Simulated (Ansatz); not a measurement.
V3Si:
Space group Pm-3n (No. 223); a = b = c = 4.649 Å, α = β = γ = 90.00°

| atom | site | symmetry | x | y | z |
|---|---|---|---|---|---|
| V | 6c | -4m.2 | 0.0000 | 0.5000 | 0.2500 |
| Si | 2a | m-3. | 0.0000 | 0.0000 | 0.0000 |

Relaxed with PBEsol.

Q: Tabulate the valence density and the electron localisation function along the shortest V–Si contact (2.60 Å), DFT-PBEsol in the program Ansatz with PAW potentials.

A: 

| distance from V (Å) | density (e/Å³) | ELF |
|---|---|---|
| 0.26 | 12.81 | 0.74 |
| 0.39 | 8.99 | 0.76 |
| 0.52 | 5.34 | 0.72 |
| 0.65 | 2.67 | 0.57 |
| 0.78 | 1.17 | 0.31 |
| 0.91 | 0.55 | 0.14 |
| 1.04 | 0.36 | 0.11 |
| 1.17 | 0.31 | 0.19 |
| 1.30 | 0.31 | 0.36 |
| 1.43 | 0.34 | 0.54 |
| 1.56 | 0.38 | 0.64 |
| 1.69 | 0.41 | 0.67 |
| 1.82 | 0.42 | 0.61 |
| 1.95 | 0.38 | 0.47 |
| 2.08 | 0.29 | 0.30 |
| 2.21 | 0.19 | 0.21 |
| 2.34 | 0.11 | 0.25 |

The density is the valence pseudo-density with augmentation charge, so density and ELF within about 1 Å of a nucleus are not all-electron values.

The cell was relaxed with PBEsol under the symmetry of its start. The workflow began spin-polarised and lost its moments.

Potentials: the later of the program's two PAW sets.
